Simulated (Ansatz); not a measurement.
**Si: relaxed-ion elastic tensor**

The calculation used DFT PBE, scalar-relativistic, plane waves, PAW in Ansatz 0.2.0. Cutoff 420 eV, 12×12×12 k-points (Γ-centred), fixed occupations. No spin polarisation.

Relaxed structure:
```
Si
1.0
     0.00000    2.73501    2.73501
     2.73501    0.00000    2.73501
     2.73501    2.73501    0.00000
Si
2
Direct
  0.00000 0.00000 0.00000
  0.25000 0.25000 0.25000
```

The cell has the diamond type, in a space group that the Crystallography Open Database lists for this formula; it was reached from a generator's guess.

(1) Give the relaxed-ion elastic constants (GPa, Voigt order xx yy zz yz xz xy, on the Cartesian axes of the cell above).

(2) Is the crystal stable against homogeneous strain?

(3) And the moduli of a polycrystal (Hill averages)?

Results:

(1)
C11 = 152.9, C12 = 56.8, C13 = 56.8, C22 = 152.9, C23 = 56.8, C33 = 152.9, C44 = 74.2, C55 = 74.2, C66 = 74.2 GPa; the others vanish.

(2) Yes: the least eigenvalue of the tensor is 74.2 GPa.

(3) B = 89 GPa, G = 62 GPa, E = 152 GPa, ν = 0.22.
